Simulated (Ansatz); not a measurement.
Level: PBE, no spin polarisation; 420 eV; 6×6×5 Γ-centred mesh; gaussian occupations (width 0.0175 eV); Ansatz 0.2.0, fixed geometry.

Computed maps in the lattice plane spanned by a (left to right, 3.38 Å, 10 points from zero) and b (bottom to top, 3.38 Å, 10 points from zero), 60° apart, at height 0.500 along c. The fields are smooth PAW ones with compensation charges, not the true ones near nuclei.

Valence density. Digits on a logarithmic scale: 0 up to 0.03 e/Å³, each further digit a factor of 1.6, 9 from 1.3 e/Å³ up:
```
2235788753
3335799975
5555799997
6777689998
7899878998
6899986777
5799997555
3579997533
2357887532
2235676532
```

Problem. The cell is GdN$_{2}$. Which atoms lie within 0.2 Å of this plane, and where (fractions of a and b)?

Solution. N at (0.33, 0.33), N at (0.67, 0.67). The whole cell:
```
N Gd
1.0
     1.69142    2.92963    0.00000
    -1.69142    2.92963    0.00000
     0.00000    0.00000    4.01656
N Gd
2 1
Direct
  0.33330 0.33340 0.50000
  0.66660 0.66670 0.50000
  0.00000 0.00000 0.00000
```

Origin: a known structure type with other elements, at an estimated volume, so it need not be a known compound. Caveats: no spin polarisation, so a magnetic state may lie lower; open f shell without moments; the k mesh is coarse if the cell is a metal.
